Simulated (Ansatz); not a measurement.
ZrB$_{2}$:
```cif
data_B2Zr
_chemical_formula_sum 'Zr1 B2'
_space_group_name_H-M_alt 'P6/mmm'
_space_group_IT_number 191
_space_group_name_Hall '-P 6 2'
_cell_length_a 3.15493
_cell_length_b 3.15493
_cell_length_c 3.50653
_cell_angle_alpha 90.000
_cell_angle_beta 90.000
_cell_angle_gamma 120.000
loop_
_atom_site_label
_atom_site_type_symbol
_atom_site_symmetry_multiplicity
_atom_site_Wyckoff_symbol
_atom_site_fract_x
_atom_site_fract_y
_atom_site_fract_z
_atom_site_occupancy
Zr1 Zr 1 a 0.00000 0.00000 0.00000 1
B1 B 2 d 0.33333 0.66667 0.50000 1
```

Relaxed at zero pressure with PBEsol (plane waves, PAW; program Ansatz).

Q: The volume is raised by 9 % and shape and atoms relax at that volume. What pressure results, and how do the axes share the change?

A: -18.2 GPa; a 2.7 %, b 2.7 %, c 3.3 %; the energy rises by 55 meV/atom.

Q: Give the new structure.

A: 
Space group P6/mmm (No. 191); a = b = 3.2402 Å, c = 3.6236 Å, α = β = 90.00°, γ = 120.00°

| atom | site | symmetry | x | y | z |
|---|---|---|---|---|---|
| Zr | 1a | 6/mmm | 0.0000 | 0.0000 | 0.0000 |
| B | 2d | -6m2 | 0.3333 | 0.6667 | 0.5000 |

The phase is kept; no other phase was compared at this pressure.

The cell was relaxed with PBEsol under the symmetry of its start; of distortions, only those at the zone centre were tested. The run is not spin-polarised.

Potentials: the later of the program's two PAW sets.
